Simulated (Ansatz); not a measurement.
# Equation of state of sodium, dhcp

The calculation used DFT, BLYP, plane waves (420 eV) with PAW, scalar-relativistic in Ansatz. (PAW data from PBE, frozen cores regenerated.)

The cell is scaled uniformly from the relaxed one, with fractional coordinates and shape fixed. Energies are extrapolated to zero smearing, pressures are those at the given smearing. Magnetic state: spin not included.

| V (Å³/atom) | E − E₀ (meV/atom) | P (GPa) |
| --- | --- | --- |
| 32.900 | 14.8 | 1.19 |
| 34.395 | 6.1 | 0.72 |
| 35.891 | 1.4 | 0.33 |
| 37.386 | 0.0 | 0.02 |
| 38.882 | 1.2 | -0.24 |
| 40.377 | 4.7 | -0.46 |
| 41.873 | 9.9 | -0.63 |

Problem. Fit a third-order Birch-Murnaghan equation.

Solution. V₀ = 37.39 Å³/atom, B₀ = 7.1 GPa, B₀′ = 3.9.
